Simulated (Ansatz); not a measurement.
CsPbCl3: sound and stiffness along [100], [110] and [111]

All numbers below come from DFT PBE, scalar-relativistic, plane waves, PAW in Ansatz. Settings: 420 eV plane-wave cutoff, Γ-centred 6×6×6 mesh, fixed occupations. No spin polarisation.

Equilibrium structure at this level:
```cif
data_structure
_symmetry_space_group_name_H-M 'Pm-3m'
_symmetry_Int_Tables_number 221
_cell_length_a 5.7353
_cell_length_b 5.7353
_cell_length_c 5.7353
_cell_angle_alpha 90.000
_cell_angle_beta 90.000
_cell_angle_gamma 90.000
_cell_volume 188.65
loop_
_atom_site_label
_atom_site_type_symbol
_atom_site_symmetry_multiplicity
_atom_site_Wyckoff_symbol
_atom_site_fract_x
_atom_site_fract_y
_atom_site_fract_z
_atom_site_occupancy
Cs1 Cs 1 a 0.00000 0.00000 0.00000 1
Pb1 Pb 1 b 0.50000 0.50000 0.50000 1
Cl1 Cl 3 c 0.50000 0.50000 0.00000 1
```

Spin–orbit coupling is left out, which can shift energies with elements as heavy as these.

With ions relaxed, on the cubic axes: C11 = 49.2, C12 = 8.2, C44 = 5.2 GPa. The density is 3.930 g/cm³. Zone-centre modes weren't checked beside this run.

Task: Is the crystal stable against strain, and how anisotropic is it?

Result: Born's conditions hold: C11 + 2C12 = 65.5, C11 − C12 = 41.0 and C44 = 5.2 GPa are all positive. B = (C11 + 2C12)/3 = 21.8 GPa. The two shear moduli are C44 and C′ = (C11 − C12)/2 = 20.5 GPa, so Zener's ratio is A = C44/C′ = 0.25: the shear C44 is the soft one, as in NaCl, KCl, the halide perovskites and the bcc metals V, Nb, Cr and Mo. The Cauchy pressure C12 − C44 is 3.0 GPa; it would vanish for pair forces between atoms on inversion centres at zero pressure, and a positive value is usual with metallic or many-body binding, and where atoms off inversion centres relax under shear, which lowers C44.

Task: Give the sound speeds along the three symmetry directions.

Result: The Christoffel equation gives ρv² for each branch:
```tsv
direction	branch	ρv²	GPa	v (m/s)
[100]	L	C11	49.2	3538
[100]	T (×2)	C44	5.2	1145
[110]	L	(C11 + C12 + 2C44)/2	33.8	2934
[110]	T, u ∥ [001]	C44	5.2	1145
[110]	T, u ∥ [1-10]	(C11 − C12)/2	20.5	2284
[111]	L	(C11 + 2C12 + 4C44)/3	28.7	2703
[111]	T (×2)	(C11 − C12 + C44)/3	15.4	1979
```

Task: How does Young's modulus depend on direction?

Result: Inverting gives S11 = 21.346, S12 = -3.044, S44 = 194.175 TPa⁻¹. Along a unit vector (l, m, n), 1/E = S11 − 2(S11 − S12 − S44/2)(l²m² + m²n² + n²l²), where the last bracket is 0, 1/4 and 1/3 for [100], [110] and [111]: E = 47, 17 and 14 GPa. With A < 1 the cube edge is stiffest. For a film on (001), the biaxial modulus is C11 + C12 − 2C12²/C11 = 55 GPa and the normal strain is −2C12/C11 = -0.33 times the in-plane one.

Symmetry holds off the tilts and polar distortions that many cubic perovskites undergo.

Cost: 1 run of about 0.71 core-minutes, on Intel Xeon Platinum 8488C (Sapphire Rapids) (shared hosts).